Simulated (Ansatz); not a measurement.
## CdHg₃Se₄: rattling a relaxed structure

The cell was found from a structure generator's guess, not taken from experiment.

Method: Ansatz, DFT PBE, scalar-relativistic, plane waves, PAW. Settings: cutoff 420 eV, Γ-centred mesh 8×8×8 on the computed 8-atom cell, Gaussian smearing of 0.10 eV; no spin polarisation.

The cell below (8 atoms, space group I-42m (No. 121)) is relaxed within its symmetry.

```yaml
crystal:
  lattice:
    - [-3.12190, 3.12190, 6.24544]
    - [3.12190, -3.12190, 6.24544]
    - [3.12190, 3.12190, -6.24544]
  atoms:
    - { symbol: Cd, position: [0.00000, 0.00000, 0.00000] }
    - { symbol: Hg, position: [0.75000, 0.25000, 0.50000] }
    - { symbol: Hg, position: [0.50000, 0.50000, 0.00000] }
    - { symbol: Hg, position: [0.25000, 0.75000, 0.50000] }
    - { symbol: Se, position: [0.37269, 0.37269, 0.49691] }
    - { symbol: Se, position: [0.12421, 0.62731, 0.00000] }
    - { symbol: Se, position: [0.87579, 0.87579, 0.50309] }
    - { symbol: Se, position: [0.62731, 0.12421, 0.00000] }
```

For the test it was strained at random (σ = 1.5 % a component), the atoms were moved at random (σ = 0.15 Å), and all was relaxed again on a coarse 4×4×4 mesh (in the run’s order of axes) with 0.20 eV smearing, with no symmetry imposed.

Spin–orbit coupling, which can matter for Hg, is left out.

Question: What happens?

Answer: It returns, within 1 meV/atom of the unmoved cell on that mesh and with the same symmetry when read at 0.1 Å (P1 at 0.01 Å, so small strains and shifts remain). No instability shows in this cell; modes of other wave vectors, which need another repeat, aren't tested.
